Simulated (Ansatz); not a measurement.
Input:

HfGeS:
```cif
data_Ge2Hf2S2
_chemical_formula_sum 'Ge2 Hf2 S2'
_space_group_name_H-M_alt 'P4/nmm :1'
_space_group_IT_number 129
_space_group_name_Hall 'P 4ab 2ab -1ab'
_cell_length_a 3.62113
_cell_length_b 3.62113
_cell_length_c 7.94714
_cell_angle_alpha 90.000
_cell_angle_beta 90.000
_cell_angle_gamma 90.000
loop_
_space_group_symop_operation_xyz
  'x, y, z'
  '-y+1/2, x+1/2, z'
  '-x, -y, z'
  'y+1/2, -x+1/2, z'
  'x+1/2, -y+1/2, -z'
  '-y, -x, -z'
  '-x+1/2, y+1/2, -z'
  'y, x, -z'
  '-x+1/2, -y+1/2, -z'
  'y, -x, -z'
  'x+1/2, y+1/2, -z'
  '-y, x, -z'
  '-x, y, z'
  'y+1/2, x+1/2, z'
  'x, -y, z'
  '-y+1/2, -x+1/2, z'
loop_
_atom_site_label
_atom_site_type_symbol
_atom_site_symmetry_multiplicity
_atom_site_Wyckoff_symbol
_atom_site_fract_x
_atom_site_fract_y
_atom_site_fract_z
_atom_site_occupancy
Ge1 Ge 2 a 0.00000 0.00000 0.00000 1
Hf1 Hf 2 c 0.00000 0.50000 0.27358 1
S1 S 2 c 0.50000 0.00000 0.37999 1
```

This is the r²SCAN-relaxed structure.

Q: All from the program Ansatz at the r²SCAN level (PAW), unless another level is named. Give the electronic character.

A: metallic (no gap).

Q: Next, the density of states at the Fermi level?

A: 0.06 states/eV per atom (mean over ±0.08 eV).

Q: Next, the formation energy from the elements (no fitted shifts)?

A: -1.19 eV/atom.

The workflow started from an entry of the Crystallography Open Database (COD). Whether it is the stable phase at ambient conditions was not checked. Symmetry was held in the r²SCAN relaxation; whether a distortion lowers the energy is not shown. No spin polarisation was allowed. The references are the lowest solids computed at this level, not always the standard phases. Scalar-relativistic: spin–orbit coupling is off unless named, which matters more the heavier the elements.

Potentials: the later of the program's two PAW sets.
